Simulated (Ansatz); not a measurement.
Each is relaxed and computed with the program Ansatz at the PBEsol level (PAW). Which is the only metal?
A. B4C, Cm (Pearson symbol mS30)
B. BAs, P6_222 (B on 3d, As on 3c)
C. B2Ir, P6_3/mmc (Ir on 2c, B on 4f)
D. MgO, P6_3/mmc (Mg on 2c, O on 2d)

C, B2Ir, P6_3/mmc (Ir on 2c, B on 4f). B2Ir: metal; B4C: gap 2.82 eV (indirect); BAs: gap 0.31 eV (indirect); MgO: gap 3.28 eV (direct). Typed or built starts, not in the databases checked: B2Ir, P6_3/mmc (Ir on 2c, B on 4f); BAs, P6_222 (B on 3d, As on 3c). Not the usual ambient phase: BAs, P6_222 (B on 3d, As on 3c); MgO, P6_3/mmc (Mg on 2c, O on 2d). Standing as an ambient phase not checked: B4C, Cm (Pearson symbol mS30). All cells were relaxed under the symmetry of their starts (and spin orders); stability against distortions was not tested throughout. Named crystals with no word on spin ran without spin polarisation. Spin–orbit coupling is left out wherever it is not named.

Potentials: the earlier of the program's two PAW sets. The files were generated under PBE; for other functionals the program regenerates the frozen cores, and for LDA and PBEsol the local potential too.
